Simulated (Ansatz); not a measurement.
**Stress against strain in SbAs**

```
CELL_PARAMETERS angstrom
2.01275 1.16206 3.61233
-2.01275 1.16206 3.61233
0.00000 -2.32412 3.61233
ATOMIC_POSITIONS crystal
Sb 0.50000 0.50000 0.50000
As 0.00000 0.00000 0.00000
```

Atom numbers follow the list: Sb1, As2.

Conventional cell: a = 4.025 Å, b = 4.025 Å, c = 10.837 Å, α = 90.00°, β = 90.00°, γ = 120.00°. Sb (atom 1) has 6 As at 2.94 Å as nearest neighbours. Around As (atom 2) lie 6 Sb at 2.94 Å.

The cell comes from COD entry 9001315, which wasn't checked; take it as a given geometry.

Spin–orbit coupling is left out, though it moves levels of the heavy atoms by tenths of an eV or more.

All numbers below come from DFT, PBEsol, all-electron LAPW, scalar-relativistic in Ansatz 0.2.0.

The runs use a Γ-centred 11×11×11 k mesh, Fermi–Dirac smearing of 0.05 eV, basis error target 1 meV/atom, no spin polarisation.

The strain is applied along the Cartesian axes of the cell as listed (the other components stay zero). Fractional coordinates are held (clamped ions).

σ is the change of stress from the unstrained cell, which is at -4.04 GPa; tension is positive, so slopes are stress–strain coefficients at that pressure. In a metal the k mesh adds noise.

Only quantities that a quadratic follows smoothly over the whole series are listed; rougher ones are left out.

| εxx = εyy | σzz (GPa) | σxx (GPa) |
| --- | --- | --- |
| -0.0200 | -1.96 | -2.63 |
| 0.0000 | 0.00 | 0.00 |
| 0.0100 | 0.81 | 1.15 |
| 0.0200 | 1.47 | 2.24 |

(1) Fit the series and read off the stiffness at zero strain.

(2) One run, at εxx = εyy = -0.0100, is withheld. Predict its row.

Answers

(1) Least-squares fits y = p0 + p1 x + p2 x² to the rows give σzz (GPa): p1 = 85.8, p2 = -620; σxx (GPa): p1 = 122, p2 = -470. So C13 + C23 = 86 GPa and C11 + C12 = 122 GPa, for these axes.

(2) The fits give -0.91, -1.27; the run gave -0.93, -1.25.
